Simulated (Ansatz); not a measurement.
C:
```cif
data_C16
_chemical_formula_sum 'C16'
_space_group_name_H-M_alt 'Pnma'
_space_group_IT_number 62
_space_group_name_Hall '-P 2ac 2n'
_cell_length_a 9.05290
_cell_length_b 2.51597
_cell_length_c 4.14083
_cell_angle_alpha 90.000
_cell_angle_beta 90.000
_cell_angle_gamma 90.000
loop_
_atom_site_label
_atom_site_type_symbol
_atom_site_symmetry_multiplicity
_atom_site_Wyckoff_symbol
_atom_site_fract_x
_atom_site_fract_y
_atom_site_fract_z
_atom_site_occupancy
C1 C 4 c 0.18951 0.75000 0.30014 1
C2 C 4 c 0.02062 0.75000 0.40840 1
C3 C 4 c 0.19498 0.25000 0.07462 1
C4 C 4 c 0.03657 0.25000 0.93137 1
```

Relaxed at zero pressure with DFT-r²SCAN in the program Ansatz with PAW potentials.

The volume is raised by 3 % and shape and atoms relax at that volume. What pressure results, and how do the axes share the change?

-11.6 GPa; a 1.1 %, b 1.0 %, c 0.9 %; the energy rises by 7 meV/atom.

Give the new structure.


Space group Pnma (No. 62); a = 9.154 Å, b = 2.540 Å, c = 4.177 Å, α = β = γ = 90.00°

```
atom  site  symmetry       x       y       z
----  ----  --------  ------  ------  ------
C       4c       .m.  0.1894  0.7500  0.2990
C       4c       .m.  0.0207  0.7500  0.4082
C       4c       .m.  0.1945  0.2500  0.0735
C       4c       .m.  0.0362  0.2500  0.9313
```

The phase is kept; no other phase was compared at this pressure.

The start of the workflow was typed in or built on a structure type; neither database checked (COD, Materials Project) lists it. It is not the phase usual at ambient conditions (space group No. 194, 227). Symmetry was held in the r²SCAN relaxation; its stability against distortions is not shown here.

Potentials: the later of the program's two PAW sets.
